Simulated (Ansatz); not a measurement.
CoMo (L1₀ or tetragonal B2, P4/mmm), plane-wave PAW PBEsol (Ansatz code), all energies at zero smearing, with the estimated change up to a 700 eV cutoff added, with one set of potentials and settings (totals compare only within such a set). Cell of 2 atoms (1 Co, 1 Mo): -9990.481 eV.

```json
[
 {"element": "Co", "reference phase": "P6_3/mmc, 2 atoms in the cell, spin-polarised", "E (eV/atom)": "-5092.9959"},
 {"element": "Mo", "reference phase": "Im-3m, 1 atoms in the cell", "E (eV/atom)": "-4897.4695"}
]
```

Formation energy per atom, worked out: (-9990.481 − 1×(-5092.9959) − 1×(-4897.4695))/2 = -0.008 eV/atom (-1 kJ per mol of atoms), at 0 K, without zero-point energy or fitted corrections.

The start of the workflow was typed in or built on a structure type; neither database checked (COD, Materials Project) lists it. Its standing as an ambient phase is unchecked. Symmetry was held in the PBEsol relaxation; whether a distortion lowers the energy is not shown. The workflow began spin-polarised and lost its moments. The references are the lowest solids computed at this level, not always the standard phases.

Potentials: the later of the program's two PAW sets.
